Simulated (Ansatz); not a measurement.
Here is the system:

K$_{2}$LiRhF$_{6}$:
```
K2LiRhF6
1.0
    0.00000     4.04430     4.04430
    4.04430     0.00000     4.04430
    4.04430     4.04430     0.00000
K Li Rh F
2 1 1 6
Direct
  0.75000   0.75000   0.75000
  0.25000   0.25000   0.25000
  0.50000   0.50000   0.50000
  0.00000   0.00000   0.00000
  0.75572   0.24428   0.24428
  0.24428   0.75572   0.75572
  0.24428   0.75572   0.24428
  0.75572   0.24428   0.75572
  0.24428   0.24428   0.75572
  0.75572   0.75572   0.24428
```

This is the HSE06-relaxed structure.

Problem. All from HSE06 in the plane-wave PAW code Ansatz, unless another level is named. Estimate the band gap.

Solution. 4.50 eV (smallest direct gap 4.50 eV).

Problem. Give the valence-band maximum.

Solution. on the W–X line, 80 % of the way from W.

Problem. What about the conduction-band minimum?

Solution. at X (3 equivalent valleys).

Space group Fm-3m. The first step of the workflow began from a Materials Project structure, measured or hypothetical; the Crystallography Open Database copy checked does not list it. Its standing as an ambient phase is unchecked. The HSE06 relaxation kept the symmetry of its start; its stability against distortions is not shown here. The run is not spin-polarised. The hybrid was solved on a coarse mesh, the path and, where they were found, the r²SCAN edge points; its band edges are the extreme levels among these. Scalar-relativistic: spin–orbit coupling is off unless named, which matters more the heavier the elements.

Potentials: the later of the program's two PAW sets.
